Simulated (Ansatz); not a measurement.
F: computed property card

F:
```yaml
crystal:
  lattice:
    - [3.07276, 1.76969, 0.00000]
    - [-3.07276, 1.76969, 0.00000]
    - [-2.76427, 0.00000, 6.92219]
  atoms:
    - { symbol: F, position: [0.08426, 0.91574, 0.09420] }
    - { symbol: F, position: [0.91574, 0.08426, 0.90580] }
    - { symbol: F, position: [0.50079, 0.49921, 0.59414] }
    - { symbol: F, position: [0.49921, 0.50079, 0.40586] }
```

Space group C2/m (No. 12); conventional cell a = 6.1455 Å, b = 3.5394 Å, c = 7.4537 Å, α = γ = 90.00°, β = 111.77°.

Method: plane-wave PAW PBEsol (Ansatz code). Geometry: relaxed at this level of theory. Other levels are named where they apply.

Cell and energy:

```
Property              Value
---------------  ----------
Volume per atom    18.82 Å³
Density          1.68 g/cm³
```

Electronic structure:

```
Item                                                                Value
----------------------------------------  -------------------------------
Band gap                                               3.07 eV (indirect)
Valence-band maximum                      at Y2 (k = 0.500, 0.500, 0.000)
Conduction-band minimum                                              at Γ
Smallest direct gap on the standard path                          3.16 eV
```

Mechanics:

```
Quantity                              Value
----------------------------------  -------
Bulk modulus (Birch–Murnaghan fit)  1.1 GPa
Pressure derivative B′                  7.3
```

The workflow started from an entry of the Crystallography Open Database (COD, 23 K), which files this formula under 3 space groups. It is not the usual solid phase (space group No. 15). Symmetry was held in the PBEsol relaxation; whether a distortion lowers the energy is not shown. The substance is a gas or liquid at ambient conditions. The volume moved by 17 % from the start of the relaxation. A crystal of weakly bound molecules computed without a dispersion correction: the cell and the soft elastic constants depend strongly on that.

Potentials: the later of the program's two PAW sets.
